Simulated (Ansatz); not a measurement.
A relaxed structure of In₅AgSe₈. Space group P-42m (No. 111). These are r2SCAN (plane waves to 500 eV, PAW, scalar-relativistic; Ansatz, a program for electronic structure) values and carry that method's errors.

```xyz
14
Lattice="5.8378 0.0000 0.0000 0.0000 5.8378 0.0000 0.0000 0.0000 11.9498" Properties=species:S:1:pos:R:3 pbc="T T T"
In     2.9189     0.0000     3.0250
In     0.0000     2.9189     8.9248
In     2.9189     0.0000     8.9248
In     0.0000     2.9189     3.0250
In     2.9189     2.9189     0.0000
Ag     0.0000     0.0000     5.9749
Se     4.5058     4.5058     1.3437
Se     4.5058     1.3320    10.6061
Se     1.3320     1.3320     1.3437
Se     1.3320     4.5058    10.6061
Se     1.5826     4.2551     4.5392
Se     4.2551     4.2551     7.4106
Se     4.2551     1.5826     4.5392
Se     1.5826     1.5826     7.4106
```

For In5AgSe8, the volume per atom is 29.09 Å³ and the band gap comes out as 0.66 eV, indirect (valence top at A, conduction bottom at Γ) (no spin-orbit coupling). The smallest direct gap is 0.78 eV at Γ, the shortest distances is In–Se 2.57 Å; Ag–Se 2.66 Å and the k-mesh is 5×5×3.

Band energies at high-symmetry points (eV from the VBM; labels of this space group; no spin-orbit coupling), from −5 eV up to 5.7 eV:

```
point                                                                                                                                                                                                                                energies
-----  --------------------------------------------------------------------------------------------------------------------------------------------------------------------------------------------------------------------------------------
Γ      -4.78 -4.76 -4.09 -3.47 -3.47 -3.39 -3.39 -3.30 -3.25 -3.14 -2.91 -2.85 -2.65 -2.65 -2.60 -2.25 -2.25 -2.03 -2.03 -2.02 -1.44 -1.36 -1.36 -0.48 -0.12 -0.12 0.66 2.01 2.11 2.42 2.57 2.57 2.68 2.93 3.60 4.21 4.42 4.48 4.48 5.53 5.53
X                       -3.99 -3.79 -3.74 -3.65 -3.53 -3.43 -3.28 -3.16 -3.11 -2.94 -2.94 -2.89 -2.62 -2.53 -2.25 -2.17 -1.99 -1.59 -1.44 -1.42 -1.19 -0.88 -0.78 -0.58 2.42 2.78 2.90 2.92 3.21 3.31 3.87 4.39 4.48 4.55 4.64 5.43 5.48 5.55
M             -4.36 -3.85 -3.65 -3.29 -3.29 -3.19 -3.19 -3.16 -3.13 -3.07 -2.59 -2.31 -2.07 -1.95 -1.81 -1.76 -1.76 -1.42 -1.42 -1.39 -1.13 -0.71 -0.02 -0.02 1.40 1.40 1.62 2.72 2.72 3.72 4.38 5.02 5.02 5.18 5.34 5.34 5.37 5.37 5.46 5.49
Z                -4.91 -4.69 -3.77 -3.65 -3.54 -3.54 -3.32 -3.29 -3.29 -3.24 -2.95 -2.58 -2.57 -2.57 -2.51 -2.33 -2.33 -2.18 -2.18 -1.86 -1.46 -1.19 -1.19 -1.04 -0.20 -0.20 1.50 1.65 2.22 2.56 2.66 2.94 2.98 3.00 3.00 3.69 3.69 4.06 4.92
R            -4.96 -3.96 -3.94 -3.66 -3.65 -3.52 -3.49 -3.33 -3.26 -3.10 -3.00 -2.77 -2.61 -2.41 -2.36 -2.34 -2.31 -2.25 -1.59 -1.48 -1.33 -1.14 -1.03 -0.80 -0.67 2.51 2.78 2.79 2.99 3.35 3.59 4.25 4.28 4.50 4.60 4.78 4.85 4.95 5.53 5.58
A               -4.29 -3.95 -3.67 -3.42 -3.42 -3.42 -3.13 -3.12 -2.75 -2.75 -2.14 -2.08 -2.08 -2.07 -1.94 -1.81 -1.80 -1.54 -1.48 -1.48 -1.39 -1.05 0.00 0.00 1.79 1.97 1.97 2.16 2.16 4.15 4.18 4.85 5.12 5.12 5.19 5.19 5.24 5.49 5.52 5.54
```

No spin polarisation in the result.

The run could not lose the symmetry of its start.
